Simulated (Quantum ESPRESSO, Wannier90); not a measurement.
**MgS (rock salt): Wannier90 run**

Structure: Materials Project mp-1315, symmetrised, not relaxed again. COD (Crystallography Open Database) has an entry of this formula and space group (matched by these alone). Method: LDA plane waves in Quantum ESPRESSO 7.5 (PseudoDojo norm-conserving files, 68 Ry, no spin polarisation, no spin-orbit coupling), Bloch states on a 10×10×10 mesh through Γ, Wannier90 4.0.1. Density: 10×10×10 mesh, cold smearing 0.01 Ry.

Input w.win:

```
num_bands = 15
num_wann = 8
exclude_bands = 1-4
num_iter = 0
conv_tol = 1.0e-6
conv_window = 4
dis_num_iter = 1000
dis_conv_tol = 1.0e-6
dis_froz_max = 10.18
write_hr = true
write_u_matrices = true
begin projections
Mg: s;p
S: s;p
end projections
begin unit_cell_cart
ang
    0.0000000000    2.6044000000    2.6044000000
    2.6044000000    0.0000000000    2.6044000000
    2.6044000000    2.6044000000    0.0000000000
end unit_cell_cart
begin atoms_frac
Mg   0.0000000000  0.0000000000  0.0000000000
S    0.5000000000  0.5000000000  0.5000000000
end atoms_frac
mp_grid = 10 10 10
begin kpoints
0.0000000000 0.0000000000 0.0000000000
0.0000000000 0.0000000000 0.1000000000
0.0000000000 0.0000000000 0.2000000000
... (997 more lines: the 10x10x10 mesh through Gamma)
end kpoints
```

On the energy scale of pw.x, whose zero is arbitrary, the valence-band maximum lies at 6.13 eV. Lines of w_hr.dat (R1 R2 R3 m n Re Im, eV) for R = 0 and one of the shortest lattice vectors, rounded to 0.01 eV, lines under 0.02 eV left out; orbitals in order: Mg1 s, Mg1 pz, Mg1 px, Mg1 py, S2 s, S2 pz, S2 px, S2 py.

```
    0    0    0    1    1     9.95     0.00
    0    0    0    2    2    13.63     0.00
    0    0    0    5    2     0.03     0.00
    0    0    0    6    2    -0.04     0.00
    0    0    0    3    3    13.63     0.00
    0    0    0    5    3     0.03     0.00
    0    0    0    7    3    -0.04     0.00
    0    0    0    4    4    13.63     0.00
    0    0    0    5    4     0.03     0.00
    0    0    0    8    4    -0.04     0.00
    0    0    0    2    5     0.03     0.00
    0    0    0    3    5     0.03     0.00
    0    0    0    4    5     0.03     0.00
    0    0    0    5    5    -3.75     0.00
    0    0    0    2    6    -0.04     0.00
    0    0    0    6    6     6.36     0.00
    0    0    0    3    7    -0.04     0.00
    0    0    0    7    7     6.36     0.00
    0    0    0    4    8    -0.04     0.00
    0    0    0    8    8     6.36     0.00
   -1    0    0    1    1    -0.05     0.00
   -1    0    0    2    1     0.13     0.00
   -1    0    0    4    1     0.13     0.00
   -1    0    0    1    2    -0.13     0.00
   -1    0    0    2    2     0.32     0.00
   -1    0    0    4    2     0.37     0.00
   -1    0    0    3    3    -0.10     0.00
   -1    0    0    1    4    -0.13     0.00
   -1    0    0    2    4     0.37     0.00
   -1    0    0    4    4     0.32     0.00
   -1    0    0    1    5    -0.95     0.00
   -1    0    0    3    5    -1.66     0.00
   -1    0    0    6    5    -0.03     0.00
   -1    0    0    8    5    -0.03     0.00
   -1    0    0    2    6    -0.65     0.00
   -1    0    0    5    6     0.03     0.00
   -1    0    0    6    6    -0.04     0.00
   -1    0    0    1    7     1.88     0.00
   -1    0    0    3    7     2.75     0.00
   -1    0    0    4    8    -0.65     0.00
   -1    0    0    5    8     0.03     0.00
   -1    0    0    8    8    -0.04     0.00
```
